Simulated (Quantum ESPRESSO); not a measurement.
## Band energies of AlP

```
CELL_PARAMETERS angstrom
      3.86122     0.00000     0.00000
     -1.93061     3.34392     0.00000
      0.00000     0.00000     6.33506
ATOMIC_POSITIONS crystal
  Al 0.33333 0.66667 0.00005
  Al 0.66667 0.33333 0.50005
  P  0.33333 0.66667 0.37495
  P  0.66667 0.33333 0.87495
```

PBEsol (pw.x of Quantum ESPRESSO, ONCV potentials, no spin-orbit coupling); path ΓMKΓALHA,LM,KH; energies in eV from the valence-band maximum.

| k (1/Å) | point | band 4 | band 5 | band 6 | band 7 | band 8 | band 9 | band 10 | band 11 |
|---|---|---|---|---|---|---|---|---|---|
| 0.00 | Γ | -0.94 | -0.94 | -0.11 | 0.00 | 0.00 | 2.32 | 3.16 | 4.17 |
| 0.35 |  | -2.73 | -1.71 | -1.45 | -0.45 | -0.28 | 2.86 | 3.99 | 4.65 |
| 0.70 |  | -4.02 | -3.75 | -2.07 | -1.54 | -0.75 | 2.02 | 3.49 | 4.05 |
| 0.94 | M | -4.53 | -3.56 | -2.21 | -2.08 | -0.86 | 1.82 | 3.28 | 3.91 |
| 1.16 |  | -4.49 | -3.52 | -2.82 | -2.14 | -1.51 | 2.86 | 2.94 | 4.64 |
| 1.48 | K | -4.65 | -4.17 | -2.64 | -2.64 | -2.47 | 2.09 | 6.07 | 6.07 |
| 1.92 |  | -3.67 | -3.59 | -2.65 | -1.40 | -1.24 | 3.26 | 4.21 | 4.67 |
| 2.24 |  | -2.46 | -1.76 | -1.23 | -0.38 | -0.36 | 3.41 | 3.82 | 4.03 |
| 2.57 | Γ | -0.94 | -0.94 | -0.11 | 0.00 | 0.00 | 2.32 | 3.16 | 4.17 |
| 3.06 | A | -3.32 | -0.52 | -0.52 | -0.52 | -0.52 | 3.14 | 3.14 | 4.68 |
| 3.38 |  | -3.44 | -1.63 | -1.63 | -0.88 | -0.88 | 3.44 | 3.44 | 4.86 |
| 3.79 |  | -5.10 | -1.80 | -1.80 | -1.55 | -1.55 | 2.34 | 2.34 | 3.58 |
| 4.00 | L | -5.52 | -1.67 | -1.67 | -1.65 | -1.65 | 2.20 | 2.20 | 3.19 |
| 4.11 |  | -5.50 | -2.01 | -2.01 | -1.49 | -1.49 | 2.37 | 2.37 | 3.33 |
| 4.54 | H | -5.29 | -3.51 | -3.51 | -1.24 | -1.24 | 3.01 | 3.01 | 4.60 |
| 4.82 |  | -5.07 | -2.94 | -2.94 | -1.44 | -1.44 | 3.11 | 3.11 | 4.92 |
| 5.09 |  | -4.14 | -1.98 | -1.98 | -1.68 | -1.68 | 3.57 | 3.57 | 4.85 |
| 5.45 |  | -3.33 | -1.02 | -1.02 | -0.67 | -0.67 | 3.60 | 3.60 | 4.41 |
| 5.63 | A | -3.32 | -0.52 | -0.52 | -0.52 | -0.52 | 3.14 | 3.14 | 4.68 |
| 5.63 | L | -5.52 | -1.67 | -1.67 | -1.65 | -1.65 | 2.20 | 2.20 | 3.19 |
| 6.03 |  | -4.62 | -3.43 | -2.19 | -1.97 | -0.91 | 1.86 | 2.93 | 4.11 |
| 6.13 | M | -4.53 | -3.56 | -2.21 | -2.08 | -0.86 | 1.82 | 3.28 | 3.91 |
| 6.13 | K | -4.65 | -4.17 | -2.64 | -2.64 | -2.47 | 2.09 | 6.07 | 6.07 |
| 6.22 |  | -4.74 | -4.14 | -2.54 | -2.50 | -2.50 | 2.22 | 5.42 | 5.42 |
| 6.62 | H | -5.29 | -3.51 | -3.51 | -1.24 | -1.24 | 3.01 | 3.01 | 4.60 |

The PBEsol gap is indirect, 1.82 eV, from Γ to M; the smallest direct gap is 2.32 eV.

Geometry relaxed with PBEsol.

This is not the ordinary phase of the substance; no match was found in the copy of COD used, and its stability was not checked.
